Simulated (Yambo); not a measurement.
**Convergence of the G0W0 gap of CsSrF₃**

G0W0@PBEsol for CsSrF$_{3}$ (cubic perovskite, space group Pm-3m, No. 221) in Yambo. Reference settings: 2×2×2 Γ-centred k mesh, 154 bands and a 7 Ry block in the screening, 154 bands in G with the Bruneval-Gonze terminator, plasmon pole fitted at 27.2 eV. The PBEsol gap Γ → Γ on this mesh is 6.26 eV; G0W0 gaps are taken between the same points.

| change from the reference | G0W0 gap Γ → Γ (eV) | shift of the valence edge (eV) | rough Yambo cost |
|---|---|---|---|
| reference settings | 9.55 | -2.23 | 1 |
| 60 bands in W, 60 bands in G | 9.81 | -2.13 | about 1/2 |
| 100 bands in W, 100 bands in G | 9.61 | -2.19 | within a factor of two |
| 60 bands in G | 9.57 | -2.20 | – |
| 100 bands in G | 9.55 | -2.23 | – |
| 73 bands in W | 9.69 | -2.17 | within a factor of two |
| 3 Ry block | 9.69 | -2.46 | within a factor of two |
| 2 Ry block | 10.04 | -2.84 | within a factor of two |
| 6 Ry block | 9.55 | -2.26 | within a factor of two |
| pole fitted at 15 eV | 9.51 | -2.16 | – |
| no random integration | 9.37 | -1.92 | – |
| 60 bands in G, no terminator | 9.34 | -1.66 | – |
| 100 bands in G, no terminator | 9.41 | -1.92 | – |
| no terminator | 9.45 | -2.05 | – |

The reference isn't shown to be the converged limit. Costs are rough (shared machines), scaled to the same edge states, and given only for runs that recompute the screening.

The cell is held in this high symmetry; tilts and polar distortions were not searched.

Geometry of the Materials Project entry, not relaxed at this level; primitive cell a = 4.7633 Å, b = 4.7633 Å, c = 4.7633 Å, α = 90.00°, β = 90.00°, γ = 90.00°.

The structure is a Materials Project entry; no match was found in the copy of COD used, and its stability was not checked.

A shift is the quasiparticle energy of the state minus its PBEsol energy.
